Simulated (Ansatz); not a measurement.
PbO:
```
CELL_PARAMETERS angstrom
      3.98419     0.00000     0.00000
      0.00000     3.98419     0.00000
      0.00000     0.00000     5.11982
ATOMIC_POSITIONS crystal
  Pb 0.50000 0.00000 0.23142
  Pb 0.00000 0.50000 0.76858
  O  0.50000 0.50000 0.00000
  O  0.00000 0.00000 0.00000
```

The program Ansatz at the r²SCAN+D4 level (PAW) gives a gap of 1.64 eV without spin–orbit coupling, maximum on the M–Γ line, 91 % of the way from M, minimum at M.

**Question.** What happens when spin–orbit coupling is switched on?

**Answer.** The gap shrinks by 0.05 eV, to 1.59 eV; maximum on the M–Γ line, 93 % of the way from M, minimum on the X–M line, 98 % of the way from X.

Space group P4/nmm. Symmetry was held in the r²SCAN+D4 relaxation; of distortions, only those at the zone centre were tested.

Potentials: the later of the program's two PAW sets.
